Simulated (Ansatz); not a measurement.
The cell is InGa3P4 as one 8-atom ordering (R3m) on the zincblende lattice; cell and atoms were relaxed with r2SCAN. It is trigonal, R3m (No. 160); a = 3.933 Å, c = 38.688 Å in the conventional setting, 21.59 Å³ an atom. Around Ga lie 4 P at 2.35–2.39 Å; around Ga lie 4 P at 2.36–2.39 Å; around In lie 4 P at 2.48–2.55 Å; around P lie 4 Ga at 2.36–2.39 Å; around P lie 3 Ga at 2.39 Å and 1 In at 2.55 Å; around P lie 1 Ga at 2.35 Å and 3 In at 2.48 Å.

```cif
data_structure
_symmetry_space_group_name_H-M 'P 1'
_symmetry_Int_Tables_number 1
_cell_length_a 13.0943
_cell_length_b 13.0943
_cell_length_c 13.0943
_cell_angle_alpha 17.274
_cell_angle_beta 17.274
_cell_angle_gamma 17.274
_cell_volume 172.73
loop_
_atom_site_label
_atom_site_type_symbol
_atom_site_fract_x
_atom_site_fract_y
_atom_site_fract_z
_atom_site_occupancy
Ga1 Ga 0.99735 0.99735 0.99735 1
Ga2 Ga 0.25007 0.25007 0.25007 1
Ga3 Ga 0.50271 0.50271 0.50271 1
In1 In 0.75052 0.75052 0.75052 1
P1 P 0.31113 0.31113 0.31113 1
P2 P 0.56377 0.56377 0.56377 1
P3 P 0.81639 0.81639 0.81639 1
P4 P 0.05805 0.05805 0.05805 1
```

The questions ask for values computed with Ansatz on this geometry. No magnetic order and no zero-point or thermal motion; the cell was built from a prototype and may be hypothetical.

**Question.** Is there a gap with r2SCAN, and of what kind?

**Answer.** With r2SCAN the gap is 1.45 eV and direct, at Γ.

**Question.** How does the gap change from r2SCAN to PBE+SOC (8×8×8)?

**Answer.** PBE+SOC gives a direct gap of 1.01 eV at Γ. Spin-orbit coupling itself accounts for -0.034 eV. The gap differs by -0.44 eV from r2SCAN's.

**Question.** Estimate the gap with HSE06 on 4×4×4.

**Answer.** HSE06 gives a direct gap of 1.92 eV at Γ. The gap differs by +0.47 eV from r2SCAN's.

**Question.** How does the gap change from r2SCAN to PBE0 (4×4×4)?

**Answer.** The PBE0 gap is direct at Γ: 2.58 eV. The gap differs by +1.13 eV from r2SCAN's.

**Question.** Roughly how does the cost of the HSE06 run (4×4×4) compare with r2SCAN's (8×8×8)?

**Answer.** About 7 times as much (16 core-minutes against 2.2 core-minutes, on 4 threads of Intel(R) Xeon(R) Platinum 8259CL CPU @ 2.50GHz (Skylake/Cascade Lake) (shared host)).

Only the levels marked +SOC include spin-orbit coupling.
